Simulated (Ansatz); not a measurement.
According to plane-wave PAW PBE+D3(BJ) (Ansatz code), CuI in the hexagonal phase (P6_422; Cu on 3d, I on 3c) relaxes to a = 4.167 Å, c = 9.642 Å. Against the elements it lies at 0.030 eV/atom, with no fitted shifts.

The Kohn–Sham gap is 0.69 eV (indirect). The valence maximum lies at A and the conduction minimum at Γ. The electron mass is 0.13, 0.14, 0.14 mₑ (principal values). The hole mass is 0.35, 0.35, 0.62 mₑ (principal values). The magnetic state found is non-magnetic (starting moments vanished).

An equation-of-state fit gives a bulk modulus of 50.2 GPa.

The start of the workflow was typed in or built on a structure type; neither database checked (COD, Materials Project) lists it. It is not the phase usual at ambient conditions (space group No. 216). The cell was relaxed with PBE+D3(BJ) under the symmetry of its start; its stability against distortions is not shown here. The workflow began spin-polarised and lost its moments. The volume moved by -32 % from the start of the relaxation. Point labels and valley counts follow the cell and symmetry of the run, lower than the named group. The references are the lowest solids computed at this level, not always the standard phases. Spin–orbit coupling is left out wherever it is not named.

Potentials: the earlier of the program's two PAW sets.
